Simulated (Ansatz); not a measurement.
A distorted cell of NaF (rock salt):

```
NaF
1.0
    0.00000     2.35937     2.26499
    2.35937     0.00000     2.26499
    2.35937     2.35937     0.00000
F Na
1 1
Direct
  0.00000   0.00000   0.00000
  0.50000   0.50000   0.50000
```

Computed with r2SCAN (plane waves to 500 eV, PAW, scalar-relativistic; Ansatz, a first-principles code). k mesh 12×12×12 (Γ-centred), Fermi-Dirac smearing 0.05 eV. The energy includes the smearing's −TS. Stress and pressure are positive under compression. NaF was relaxed with its symmetry unable to fall.

Q: Give the stress tensor in GPa and the pressure.

A: 
```
   -2.9      0.0      0.0
    0.0     -2.9      0.0
    0.0      0.0      0.6
```
The pressure, a third of the trace, is -1.7 GPa.

Q: It is the relaxed cell deformed to V/V₀ = 1.040, (c/a)/(c/a)₀ = 0.960, c along z, fractional positions held. What is its energy relative to the relaxed cell?

A: 6.6 meV/atom.

(Under strain, the slope of the energy per volume gives the stress and its curvature an elastic modulus.)
